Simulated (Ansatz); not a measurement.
# MnIr$_{3}$: what symmetry allows forces and stress to be

```
CELL_PARAMETERS angstrom
5.25217 0.00000 0.00000
-2.62609 4.54852 0.00000
0.00000 0.00000 4.28597
ATOMIC_POSITIONS crystal
Mn 0.33333 0.66667 0.74503
Mn 0.66667 0.33333 0.25497
Ir 0.17320 0.33507 0.25161
Ir 0.66493 0.83813 0.25161
Ir 0.16187 0.82680 0.25161
Ir 0.82680 0.66493 0.74839
Ir 0.33507 0.16187 0.74839
Ir 0.83813 0.17320 0.74839
```

All numbers below come from DFT PBEsol, scalar-relativistic, plane waves, PAW in Ansatz 0.2.0.

Plane waves to 420 eV, a k mesh through Γ of 6×6×8 on the computed 8-atom cell and Gaussian smearing (0.10 eV); collinear spin from starting moments 2.5 2.5 -0.15 -0.15 -0.15 -0.15 -0.15 -0.15 μB.

This distorted cell has space group P-3, with 6 operations that respect the starting moments. Operations that also reverse all spins aren't counted, and can restrict forces and stress further.

**Question.** Without a calculation: in which directions can each atom feel a force?

**Answer.** A force must be left unchanged by every operation that keeps its atom in place, so it lies in the space that those operations leave fixed. Atoms that the group maps onto each other feel forces of one size.
```tsv
atom	site symmetry	operations at the site	equivalent to atom	allowed force (Cartesian)
Mn1	3..	3	1	along (0.00, 0.00, 1.00)
Mn2	3..	3	1	along (0.00, 0.00, 1.00)
Ir3	1	1	3	any direction
Ir4	1	1	3	any direction
Ir5	1	1	3	any direction
Ir6	1	1	3	any direction
Ir7	1	1	3	any direction
Ir8	1	1	3	any direction
```

That leaves 4 independent force components of 24. A relaxation in this cell that keeps the symmetry moves the atoms in these directions alone.

**Question.** And the stress tensor?

**Answer.** It must be invariant under the point group, which leaves 2 independent components: yz, xz, xy vanish; xx = yy.

**Question.** Do the computed values obey this?

**Answer.** Yes. Forces (eV/Å):
```
Mn1  0.000  0.000  0.257
Mn2  0.000  0.000 -0.257
Ir3 -0.153  0.549 -0.260
Ir4 -0.399 -0.407 -0.260
Ir5  0.552 -0.142 -0.260
Ir6  0.153 -0.549  0.260
Ir7  0.399  0.407  0.260
Ir8 -0.552  0.142  0.260
```

Stress (GPa, compression positive, xx yy zz yz xz xy): 19.17 19.17 8.07 0.00 0.00 0.00. The program imposes the same operations on density, forces and stress, so this confirms the analysis and is no independent test of the calculation.

Spin-orbit coupling is left out, which matters for the bands of heavy elements. Only parallel moments were tried here.

Cost: 1 run of about 0.73 core-minutes, on AMD EPYC 9R45 (Zen 5) (shared hosts).